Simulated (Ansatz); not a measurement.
Rb$_{2}$AgSbCl$_{6}$:
```xyz
10
Lattice="0.0000 5.3142 5.3142 5.3142 0.0000 5.3142 5.3142 5.3142 0.0000" Properties=species:S:1:pos:R:3 pbc="T T T"
Rb     7.9713     7.9713     7.9713
Rb     2.6571     2.6571     2.6571
Ag     5.3142     5.3142     5.3142
Sb     0.0000     0.0000     0.0000
Cl     2.6423     5.3142     5.3142
Cl     7.9862     5.3142     5.3142
Cl     5.3142     2.6423     5.3142
Cl     5.3142     7.9862     5.3142
Cl     5.3142     5.3142     2.6423
Cl     5.3142     5.3142     7.9862
```

Relaxed with r²SCAN. Special points in fractions of this cell's reciprocal vectors: Γ (0.000, 0.000, 0.000); X (0.500, 0.000, 0.500); U (0.625, 0.250, 0.625); K (0.375, 0.375, 0.750); L (0.500, 0.500, 0.500); W (0.500, 0.250, 0.750).

Question: List the band energies nearest the valence-band maximum at these points for r²SCAN (plane waves, PAW; program Ansatz).

Answer: In eV from the valence-band maximum; about four levels below and three above (degenerate sets whole), none deeper than 8.9 eV; points with the same levels are listed once.

| k | below | above |
|---|---|---|
| Γ | -2.33 -2.33 -2.33 -1.27 -1.27 | 2.50 2.50 2.50 |
| X | -2.20 -2.20 -1.27 0.00 | 2.94 2.94 3.26 |
| U | -2.24 -2.23 -1.59 -0.22 | 2.51 3.18 3.36 |
| L | -2.42 -2.42 -1.89 -1.89 -1.41 | 1.60 3.69 3.69 |
| W | -2.34 -2.34 -2.20 -1.77 -0.14 | 2.78 3.11 3.11 |

Space group Fm-3m. The workflow started from a Materials Project entry (that database holds measured and hypothetical structures alike); the Crystallography Open Database copy checked does not list it. Its standing as an ambient phase is unchecked. The cell was relaxed with r²SCAN under the symmetry of its start; its stability against distortions is not shown here. No spin polarisation was allowed. Scalar-relativistic: spin–orbit coupling is off unless named, which matters more the heavier the elements.

Potentials: the later of the program's two PAW sets.
